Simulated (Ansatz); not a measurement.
AlN (zinc blende)

```yaml
crystal:
  lattice:
    - [0.00000, 2.20161, 2.20161]
    - [2.20161, 0.00000, 2.20161]
    - [2.20161, 2.20161, 0.00000]
  atoms:
    - { symbol: N, position: [0.75000, 0.75000, 0.75000] }
    - { symbol: Al, position: [0.00000, 0.00000, 0.00000] }
```

The slice is a {110} plane (indices of the conventional cell) through the point (0.750, 0.750, 0.750) (fractional), spanned by u = [100] and v = [1 -1 -1] in vectors of this cell: u (3.11 Å) and v (4.40 Å, at 90° to u). It covers one period; positions are fractions (u, v).

Computed with PBE (plane waves to 420 eV, PAW, scalar-relativistic; Ansatz, an electronic-structure program). k mesh 13×13×13. Near the nuclei the fields are pseudised (PAW); where an atom keeps semicore shells as valence, they peak there. AlN was relaxed with its symmetry unable to fall.

Question: Around which element is the density of the lowest conduction band (whole band as if filled, smooth part) largest on this plane?

Answer: N. Mean over a disc round each atom, of radius 0.45 times the shortest bond: N 0.207, Al 0.043 e/Å³.

Question: Around which element is the density of the highest valence band (whole band, smooth part) largest on this plane?

Answer: N. Mean over a disc round each atom, of radius 0.45 times the shortest bond: N 0.366, Al 0.024 e/Å³.

Question: The ELF has a maximum in the middle third of the N–Al line. Where, and how high?

Answer: 0.89, 0.8 Å from N.

Question: Sketch the electron localisation function (ELF) on this plane as a map.

Answer: 
```
|xx%@@%-.-%@@%x|
|#%@@@#: :#@@@%|
|@@@@@=   =@@@@|
|%%@@* xxx *%@%|
|###*. xxx .*##|
|===:  xxx  :==|
|::..       ..:|
|  ...     ... |
|   .........  |
|   .........  |
|    .......   |
|              |
|:..         ..|
|==:.       .:=|
|#*+-.     .-+*|
|%%#+-.   .-+#%|
|@@%#+:   :+#%@|
|#%%%*=. .=*%%%|
|xx%%%+:.:+%%%x|
|xx#@%#-.-#%@#x|
```
Scale: ten equal steps from 0.01 (start of ' ') to 0.89 (end of '@'), in the order ' .:-=+*#%@'. Values: electron localisation function (ELF). The map has 14 points along u (one character each, u = 0 at the left) and 20 along v (v = 0 in the bottom row). Points within 0.4 Å of a nucleus are blanked (x), as the pseudised field means little there.
